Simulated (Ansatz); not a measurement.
ZnS (zinc blende)

```
CELL_PARAMETERS angstrom
      0.00000     2.69456     2.69456
      2.69456     0.00000     2.69456
      2.69456     2.69456     0.00000
ATOMIC_POSITIONS crystal
  S  0.75000 0.75000 0.75000
  Zn 0.00000 0.00000 0.00000
```

The slice is a {100} plane (indices of the conventional cell) through the point (0.750, 0.750, 0.750) (fractional), spanned by u = [100] and v = [0 1 -1] in vectors of this cell: u (3.81 Å) and v (3.81 Å, at 90° to u). It covers one period; positions are fractions (u, v).

The numbers are results of r2SCAN (plane waves to 500 eV, PAW, scalar-relativistic; Ansatz, an electronic-structure program), not measurements. k mesh 11×11×11. These are valence fields of a PAW run, semicore shells included where kept as valence: close to a nucleus they are smooth pseudo fields. ZnS was relaxed with its symmetry unable to fall.

Three fields on this plane, each scaled to ten steps between its own extremes (0 low, 9 high; the total valence density on a logarithmic scale, the potential cut 8 eV below its top; x marks points blanked near nuclei; v = 0 in the bottom row):

Map A
```
|xxxxxxx30136663103xxxxxx|
|xxxxxx9201467641029xxxxx|
|xxxxxx5102467642015xxxxx|
|xxxxx820025676520029xxxx|
|xxxx83001357775310039xxx|
|xx952000246787642000259x|
|332100013568886531000123|
|000001234678887643210000|
|111223456789998765432211|
|334455667899999876655443|
|566667788999999988776666|
|667777888999999988877776|
|566667788999999988776666|
|334455667899999876655443|
|111223456789998765432211|
|000001234678887643210000|
|332100013568886531000123|
|xx952000246787642000259x|
|xxxx83001357775310039xxx|
|xxxxx820025676520029xxxx|
|xxxxxx5102467642015xxxxx|
|xxxxxx9201467641029xxxxx|
|xxxxxxx30136663103xxxxxx|
|xxxxxxx30135653103xxxxxx|
```

Map B
```
|xxxxxxx97421112479xxxxxx|
|xxxxxx9974211124799xxxxx|
|xxxxxx9864211124689xxxxx|
|xxxxx997531111135799xxxx|
|xxxx99864210001246899xxx|
|xx999875311000113578999x|
|999876532100000123567899|
|777654321000000012345677|
|444432110000000001123444|
|222211100000000000111222|
|111110000000000000001111|
|111110000000000000001111|
|111110000000000000001111|
|222211100000000000111222|
|444432110000000001123444|
|777654321000000012345677|
|999876532100000123567899|
|xx999875311000113578999x|
|xxxx99864210001246899xxx|
|xxxxx997531111135799xxxx|
|xxxxxx9864211124689xxxxx|
|xxxxxx9974211124799xxxxx|
|xxxxxxx97421112479xxxxxx|
|xxxxxxx97421112479xxxxxx|
```

Map C
```
|xxxxxxx36777777763xxxxxx|
|xxxxxx0467777777640xxxxx|
|xxxxxx2577877788752xxxxx|
|xxxxx047888888888740xxxx|
|xxxx04688888888888640xxx|
|xx024688999999999886420x|
|334578899999999999887543|
|666788999999999999988766|
|777788999999999999988877|
|777888999999999999988877|
|777788999999999999988777|
|777788999999999999988777|
|777788999999999999988777|
|777888999999999999988877|
|777788999999999999988877|
|666788999999999999988766|
|334578899999999999887543|
|xx024688999999999886420x|
|xxxx04688888888888640xxx|
|xxxxx047888888888740xxxx|
|xxxxxx2577877788752xxxxx|
|xxxxxx0467777777640xxxxx|
|xxxxxxx36777777763xxxxxx|
|xxxxxxx36777777763xxxxxx|
```

Q: Assign the maps to these fields: density of the lowest conduction band (whole band as if filled, smooth part); electron localisation function (ELF); electrostatic potential energy of an electron, from the cell's mean.

A: A is the density of the lowest conduction band (whole band as if filled, smooth part); B is the electron localisation function (ELF); C is the electrostatic potential energy of an electron, from the cell's mean.
